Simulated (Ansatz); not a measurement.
Relaxed-ion elastic tensor of Ti2AlC in space group P6_3/mmc (No. 194; Ti on 4f, Al on 2d, C on 2a) in GPa (Voigt order), r²SCAN in the plane-wave PAW code Ansatz; density 4.04 g/cm³, 13.85 Å³ per atom.

```
 323  65.1  63.0   0.0   0.0   0.0
65.1   323  63.0   0.0   0.0   0.0
63.0  63.0   292   0.0   0.0   0.0
 0.0   0.0   0.0   120   0.0   0.0
 0.0   0.0   0.0   0.0   120   0.0
 0.0   0.0   0.0   0.0   0.0   129
```

**Question.** Is the crystal mechanically stable?

**Answer.** Yes: the smallest eigenvalue of C is 120 GPa.

**Question.** Work out the Voigt, Reuss and Hill averages.

**Answer.** K_V = 147, K_R = 146, K_H = 146; G_V = 123, G_R = 123, G_H = 123 GPa.

**Question.** Give Young's modulus, Poisson's ratio, Pugh's ratio and the universal anisotropy index.

**Answer.** E = 9KG/(3K + G) = 289 GPa; ν = 0.17; K/G = 1.19 (brittle by the Pugh limit of 1.75); A_U = 5G_V/G_R + K_V/K_R − 6 = 0.01.

**Question.** Estimate the sound speeds and the Debye temperature.

**Answer.** v_l = √((K + 4G/3)/ρ) = 8770 m/s, v_t = √(G/ρ) = 5530 m/s, mean 6080 m/s; Θ = (h/k)(3n/4πV)^(1/3) v_m = 754 K.

**Question.** How much does each axis shrink under pressure?

**Answer.** Linear compressibilities β_i = Σ_j S_ij (j = 1 to 3): x 2.2, y 2.2, z 2.5 per TPa.

The workflow started from a Materials Project entry (that database holds measured and hypothetical structures alike); the Crystallography Open Database copy checked does not list it. Its standing as an ambient phase is unchecked. Symmetry was held in the r²SCAN relaxation; of distortions, only those at the zone centre were tested. The run is not spin-polarised. As this level gives no gap, shear constants depend on the k-mesh and smearing (Fermi–Dirac, 0.1 eV here).

Potentials: the later of the program's two PAW sets.
